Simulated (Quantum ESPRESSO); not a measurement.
AlSi3C3N, input and log of a self-consistent run

Computed values, not a measurement. The program is pw.x of Quantum ESPRESSO 7.5 (plane-wave density functional theory). The cell is made up: 8 atoms on a wurtzite lattice, with randomly drawn elements, strain and displacements, not relaxed. PseudoDojo standard norm-conserving files (v0.5 for PBE, v0.4.1 for LDA and PBEsol) set the functional; there is no spin polarisation, spin-orbit coupling or dispersion term, and the masses in the input are unused placeholders.

Input:

```
&control calculation='scf', pseudo_dir='./dojo.nc.sr.pbe.v0_5.standard.upf', outdir='./o', disk_io='low', tprnfor=.true., tstress=.true. /
&system ibrav=0, nat=8, ntyp=4, nbnd=22, ecutwfc=84.00895049, nosym=.true., tot_charge=0,
 occupations='smearing', smearing='fd', degauss=0.0018374661
/
&electrons conv_thr=7.350e-09, electron_maxstep=60, /
ATOMIC_SPECIES
Al 1.0 Al.upf
C 1.0 C.upf
N 1.0 N.upf
Si 1.0 Si.upf
CELL_PARAMETERS angstrom
3.1259 -0.0232 0.0325
-0.0401 5.4385 -0.0204
0.0531 -0.0192 5.0598
ATOMIC_POSITIONS angstrom
Al 0.0496 0.0224 -0.0172
Si 1.4893 2.6322 -0.0813
Si 1.5742 0.9365 2.6014
Si 0.0536 3.6284 2.5279
C 0.0089 -0.0627 1.9161
C 1.5975 2.7346 1.7164
C 1.6242 0.8748 4.4642
N -0.0048 3.5934 4.416
K_POINTS automatic
6 4 4 1 1 1
```

The log is shortened where brackets say so; the opening notice, blank lines, dates and the lines on written files are dropped, and the path of the files is cut. It prints rydbergs, bohrs and kilobars, and counts compression as positive stress. With no partly filled state, the Fermi energy that it prints is only some level between the filled and the empty states on the mesh, and need not lie in the true gap.

```
     Program PWSCF v.7.5
     Parallel version (MPI & OpenMP), running on       4 processor cores
     Number of MPI processes:                 4
     Threads/MPI process:                     1
     [start-up lines left out]
     bravais-lattice index     =            0
     lattice parameter (alat)  =       5.9076  a.u.
     unit-cell volume          =     580.3728 (a.u.)^3
     number of atoms/cell      =            8
     number of atomic types    =            4
     number of electrons       =        32.00
     number of Kohn-Sham states=           22
     kinetic-energy cutoff     =      84.0090  Ry
     charge density cutoff     =     336.0358  Ry
     scf convergence threshold =      7.3E-09
     mixing beta               =       0.7000
     number of iterations used =            8  plain     mixing
     Exchange-correlation= PBE
                           (   1   4   3   4   0   0   0)
     [axes and pseudopotential details left out]
   Cartesian axes
     site n.     atom                  positions (alat units)
         1        Al     tau(   1) = (   0.0158661   0.0071654  -0.0055020  )
         2        Si     tau(   2) = (   0.4763999   0.8419928  -0.0260064  )
         3        Si     tau(   3) = (   0.5035579   0.2995693   0.8321404  )
         4        Si     tau(   4) = (   0.0171457   1.1606590   0.8086291  )
         5        C      tau(   5) = (   0.0028469  -0.0200566   0.6129255  )
         6        C      tau(   6) = (   0.5110111   0.8747487   0.5490451  )
         7        C      tau(   7) = (   0.5195520   0.2798326   1.4280162  )
         8        N      tau(   8) = (  -0.0015354   1.1494631   1.4125979  )
     number of k points=    48  Fermi-Dirac smearing, width (Ry)=  0.0018
                       cart. coord. in units 2pi/alat
        k(    1) = (   0.0830833   0.0727525   0.0766344), wk =   0.0416667
        k(    2) = (   0.0814814   0.0733201   0.2311137), wk =   0.0416667
     [further k points left out]
     Dense  grid:    60323 G-vectors     FFT dimensions: (  36,  60,  60)
     Estimated max dynamical RAM per process >     100.55 MB
     Estimated total dynamical RAM >     358.03 MB
     Initial potential from superposition of free atoms
     starting charge      31.9956, renormalised to      32.0000
     Starting wfcs are   32 randomized atomic wfcs
     total cpu time spent up to now is        1.8 secs
     per-process dynamical memory:    77.5 Mb
     Self-consistent Calculation
     iteration #  1     ecut=    84.01 Ry     beta= 0.70
     Davidson diagonalization with overlap
     ethr =  1.00E-02,  avg # of iterations =  3.1
     total cpu time spent up to now is        3.5 secs
     total energy              =     -86.23299155 Ry
     estimated scf accuracy    <       2.04622139 Ry
     iteration #  2     ecut=    84.01 Ry     beta= 0.70
     Davidson diagonalization with overlap
     ethr =  6.39E-03,  avg # of iterations =  2.1
     total cpu time spent up to now is        5.0 secs
     total energy              =     -86.77882170 Ry
     estimated scf accuracy    <       1.33637100 Ry
     iteration #  3     ecut=    84.01 Ry     beta= 0.70
     Davidson diagonalization with overlap
     ethr =  4.18E-03,  avg # of iterations =  2.0
     total cpu time spent up to now is        6.4 secs
     total energy              =     -87.02625628 Ry
     estimated scf accuracy    <       0.06908161 Ry
     iteration #  4     ecut=    84.01 Ry     beta= 0.70
     Davidson diagonalization with overlap
     ethr =  2.16E-04,  avg # of iterations =  5.8
     total cpu time spent up to now is        8.1 secs
     total energy              =     -87.04582392 Ry
     estimated scf accuracy    <       0.00343567 Ry
     iteration #  5     ecut=    84.01 Ry     beta= 0.70
     Davidson diagonalization with overlap
     ethr =  1.07E-05,  avg # of iterations =  9.1
     total cpu time spent up to now is       10.5 secs
     total energy              =     -87.04696079 Ry
     estimated scf accuracy    <       0.00218828 Ry
     [iterations 6 to 8 left out]
     iteration #  9     ecut=    84.01 Ry     beta= 0.70
     Davidson diagonalization with overlap
     ethr =  9.69E-09,  avg # of iterations =  4.9
     total cpu time spent up to now is       16.6 secs
     total energy              =     -87.04709343 Ry
     estimated scf accuracy    <       0.00000391 Ry
     iteration # 10     ecut=    84.01 Ry     beta= 0.70
     Davidson diagonalization with overlap
     ethr =  9.69E-09,  avg # of iterations =  2.0
     total cpu time spent up to now is       17.7 secs
     total energy              =     -87.04709331 Ry
     estimated scf accuracy    <       0.00000082 Ry
     iteration # 11     ecut=    84.01 Ry     beta= 0.70
     Davidson diagonalization with overlap
     ethr =  2.55E-09,  avg # of iterations =  2.0
     total cpu time spent up to now is       19.2 secs
     total energy              =     -87.04709354 Ry
     estimated scf accuracy    <       0.00000003 Ry
     iteration # 12     ecut=    84.01 Ry     beta= 0.70
     Davidson diagonalization with overlap
     ethr =  9.01E-11,  avg # of iterations =  3.9
     total cpu time spent up to now is       20.8 secs
     total energy              =     -87.04709355 Ry
     estimated scf accuracy    <       0.00000002 Ry
     iteration # 13     ecut=    84.01 Ry     beta= 0.70
     Davidson diagonalization with overlap
     ethr =  6.52E-11,  avg # of iterations =  1.4
     total cpu time spent up to now is       22.0 secs
     End of self-consistent calculation
          k = 0.0831 0.0728 0.0766 (  7548 PWs)   bands (ev):
    -8.0277  -4.3572  -2.9382  -1.4728   0.6202   1.6434   2.7706   3.9309
     4.2147   5.7545   6.5151   6.8540   7.8428   8.2369   8.4876   9.1253
    11.3646  12.8259  13.6649  14.4588  15.3803  15.8167
     [levels at the other k points left out]
     the Fermi energy is    10.2863 ev
!    total energy              =     -87.04709355 Ry
     estimated scf accuracy    <          4.1E-09 Ry
     smearing contrib. (-TS)   =       0.00000000 Ry
     internal energy E=F+TS    =     -87.04709355 Ry
     The total energy is F=E-TS. E is the sum of the following terms:
     one-electron contribution =      13.78542434 Ry
     hartree contribution      =      13.09499579 Ry
     xc contribution           =     -30.93033402 Ry
     ewald contribution        =     -82.99717967 Ry
     convergence has been achieved in  13 iterations
     Forces acting on atoms (cartesian axes, Ry/au):
     atom    1 type  1   force =    -0.04781045   -0.01449745    0.02460351
     atom    2 type  4   force =     0.01805162   -0.00439441    0.00355817
     atom    3 type  4   force =     0.00544548   -0.07052561   -0.07685759
     atom    4 type  4   force =    -0.02080129    0.01930674   -0.07979222
     atom    5 type  2   force =     0.01035079    0.04442201    0.08664569
     atom    6 type  2   force =    -0.00547849   -0.00260441    0.17006113
     atom    7 type  2   force =     0.02794188    0.08883172   -0.07039741
     atom    8 type  3   force =     0.01230047   -0.06053859   -0.05782128
     Total force =     0.284385     Total SCF correction =     0.000040
     Computing stress (Cartesian axis) and pressure
          total   stress  (Ry/bohr**3)                   (kbar)     P=      -14.83
  -0.00020321   0.00028106  -0.00023185          -29.89       41.35      -34.11
   0.00028106  -0.00032690   0.00006195           41.35      -48.09        9.11
  -0.00023185   0.00006195   0.00022777          -34.11        9.11       33.51
     init_run     :      1.63s CPU      1.69s WALL (       1 calls)
     electrons    :     20.23s CPU     20.30s WALL (       1 calls)
     forces       :      0.34s CPU      0.35s WALL (       1 calls)
     stress       :      1.12s CPU      1.12s WALL (       1 calls)
     [timing details left out]
     PWSCF        :     23.41s CPU     23.55s WALL
     JOB DONE.
```

In other units: free energy -1184.336 eV for the cell, pressure -1.48 GPa, largest force component 4.372 eV/Å. A rerun of a related cell, with the same atoms placed differently, at 1437 eV and a 8 x 6 x 6 mesh moved values by no more than 0.003 eV in energy, 0.08 GPa in stress and 0.005 eV/Å in force.